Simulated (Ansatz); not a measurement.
**Ansatz run, BAsN$_{4}$**

input.yaml (Ansatz 0.2.0)

```yaml
crystal:
  lattice:
    - [0.0, 4.463252, 0.0]
    - [4.463252, 0.0, 0.0]
    - [2.231626, 2.231626, -3.405027]
  atoms:
    - { symbol: "N", position: [0.40589, 0.29022, 0.73524] }
    - { symbol: "N", position: [0.70978, 0.14113, 0.26476] }
    - { symbol: "N", position: [0.85887, 0.97454, 0.73524] }
    - { symbol: "N", position: [0.02546, 0.59411, 0.26476] }
    - { symbol: As, position: [0.0, 0.0, 0.0] }
    - { symbol: B, position: [0.75, 0.25, 0.5] }
  symmetry: { tolerance: 0.0003 }
kpoints:
  mp_grid: { grid: [8, 8, 8], shift: [0, 0, 0] }
  band_path:
    path:
      - [0.0, 0.0, 0.0]
      - [0.5, -0.5, 0.0]
      - [0.5, -0.5, 0.25]
      - [0.0, -0.5, 0.0]
      - [0.0, 0.0, 0.0]
      - [0.0, 0.0, 0.5]
      - [0.0, -0.28523094, 0.35738453]
      - [0.0, -0.71476906, -0.35738453]
      - [0.0, 0.0, 0.0]
      - [0.5, -0.5, 0.0]
      - [0.28523094, -0.71476906, -0.21476906]
    npoints: 6
magnetization:
  spin_polarized: false
scf:
  occupations: { method: gaussian, width: 0.0316 }
  lower_state_search: "off"
  max_iter: 200
hamiltonian:
  pseudopotentials: { kind: paw }
  xc: pbe
basis:
  ecutwfc: 420
  fft_grid_basis: typed
output:
  forces: true
  stress: true
  eigenvalues: true
  bader: true
  populations: true
  elf: true
  write_potential: true
  volumetric_format: npy
  dos:
    e_range: [-12, 8]
    de: 0.05
    projected: { site_lists: { As: [As], B: [B], "N": ["N"] } }
checkpoint:
  read: saved_state
```

The saved state is an earlier solution for the same cell, perhaps on another mesh. 

Excerpt of what it printed:

```
Pseudopotentials: kind: paw
Pseudopotential: N, paw, valence charge 5, recommended cutoff 420 eV (normal), N.paw.azcp
Pseudopotential: As, paw, valence charge 15, recommended cutoff 420 eV (normal), As.paw.azcp
Pseudopotential: B, paw, valence charge 3, recommended cutoff 420 eV (normal), B.paw.azcp
Functional definition: PBE
  exchange = pbe_x(kappa = kappa, mu = beta*pi^2/3)
  correlation = pbe_c(beta = beta)
Crystal: 6 atoms, lattice volume = 67.830 Å³
Basis set: ecut = 420 eV, 1323 PW (Γ), exchange–correlation on 60×60×64 points (8 copies of the dense FFT grid, shifted against one another)
Bands: 25, of which v1, the nominal top of the filled ones, is band 19 counted from 1 (18 counted from 0)
Symmetry: 4 space group operations
Space group: I-4 (ITA 82), of the structure as read, at distance tolerance 1.2e-3 Å
k-points: 78 of 512 (time reversal used)
Initial density: read from a saved state, or passed on in memory by an earlier SCF of this step, an earlier step, the calling program or the single point that the run made first
Functional: x = pbe(κ = 0.804, μ = 0.2195), c = pbe(β = 0.0667)
SCF iter   1: F=—  Δρ=1.68e-3  dr2=6.60e-4
SCF iter   2: F=—  Δρ=7.16e-4  dr2=1.24e-4
SCF iter   3: F=—  Δρ=2.23e-4  dr2=2.63e-5
SCF iter   4: F=—  Δρ=9.63e-5  dr2=4.39e-6
SCF iter   5: F=—  Δρ=2.26e-5  dr2=2.80e-7
SCF iter   6: F=-6539.1745 eV  Δρ=4.41e-6  dr2=1.24e-8
Free energy (F): -6539.1745 eV
Harris-Foulkes:  -6539.1745 eV  (|F-HF|=3.89e-9)
Internal energy: -6539.1707 eV  (E = F + TS)
E sigma→0 (E₀):  -6539.1726 eV
Entropy (-TS):   -0.0039 eV (-0.643 meV/atom)
Fermi energy:    5.3092 eV
--- Stress (GPa, compression-positive) ---
       28.0173       0.0000       0.0000
        0.0000      28.0173       0.0000
        0.0000       0.0000      31.8979
  P = ⅓ Tr σ = 29.3109 GPa (293.109 kbar)
--- Löwdin populations: 6 sites ---
  site symbol       q [e]
     0      N      5.4194
     1      N      5.4194
     2      N      5.4194
     3      N      5.4194
     4     As     13.2303
     5      B      2.7511
  spilling = 0.0090 (of n_electrons = 38.0000)
--- Bader charges: 6 sites ---
  site symbol  charge [e]  shift [e]
     0      N     -1.1854     0.0088
     1      N     -1.1854     0.0088
     2      N     -1.1854     0.0089
     3      N     -1.1854     0.0088
     4     As      2.4820     0.0358
     5      B      2.2596     0.0004
```

Origin: a known structure type with other elements, at an estimated volume, so it need not be a known compound. Caveats: many states at the Fermi level without spin polarisation, so a magnetic state may lie lower; atoms or cell far from equilibrium.
